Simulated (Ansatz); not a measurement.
An inverse problem

Cell vectors (Å):

```
4.1806 0.0000 0.0000
0.0000 4.1806 0.0000
0.0000 0.0000 4.1806
```

```tsv
atom	a	b	c
Ba	0.0000	0.0000	0.0000
X	0.5000	0.5000	0.5000
O	0.0000	0.5000	0.5000
O	0.5000	0.0000	0.5000
O	0.5000	0.5000	0.0000
```

Method: PBEsol, all-electron PAW in Ansatz 0.2.0, datasets made for the crystal, scalar-relativistic. k mesh 6×6×6, strains of ±0.008, fixed occupations.

Elastic constants of a crystal by Kohn-Sham DFT: slopes of the stress over finite engineering strains of the given cell, Voigt indices, Cartesian axes as in the cell vectors.

```
index  elastic (GPa)
   11          323.5
   12           82.7
   44           85.5
```

Problem. All X atoms are one element. Which one was computed?

Solution. Zr; the crystal is BaZrO3 (Pm-3m).
